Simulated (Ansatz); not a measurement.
Here is the system:

HfTeSe:
```yaml
crystal:
  lattice:
    - [3.74114, 0.00000, 0.00000]
    - [-1.87057, 3.23992, 0.00000]
    - [0.00000, 0.00000, 6.31740]
  atoms:
    - { symbol: Hf, position: [0.00000, 0.00000, 0.98073] }
    - { symbol: Te, position: [0.66667, 0.33333, 0.27481] }
    - { symbol: Se, position: [0.33333, 0.66667, 0.74448] }
```

This is the LDA-relaxed structure.

Task: All from LDA in the plane-wave PAW code Ansatz, unless another level is named. Estimate the highest zone-centre frequency.

Result: 208 cm⁻¹.

Task: What about the bulk modulus (Birch–Murnaghan fit)?

Result: 29.7 GPa.

Space group P3m1. The workflow started from a Materials Project entry (that database holds measured and hypothetical structures alike); the Crystallography Open Database copy checked does not list it. Whether it is the stable phase at ambient conditions was not checked. The LDA relaxation kept the symmetry of its start; its stability against distortions is not shown here. No spin polarisation was allowed. A crystal of weakly bound layers computed without a dispersion correction: the cell and the soft elastic constants depend strongly on that. As this level gives no gap, phonon frequencies hold no LO–TO term and depend on the k-mesh and smearing (Fermi–Dirac, 0.1 eV here). Spin–orbit coupling is left out wherever it is not named.

Potentials: the later of the program's two PAW sets.
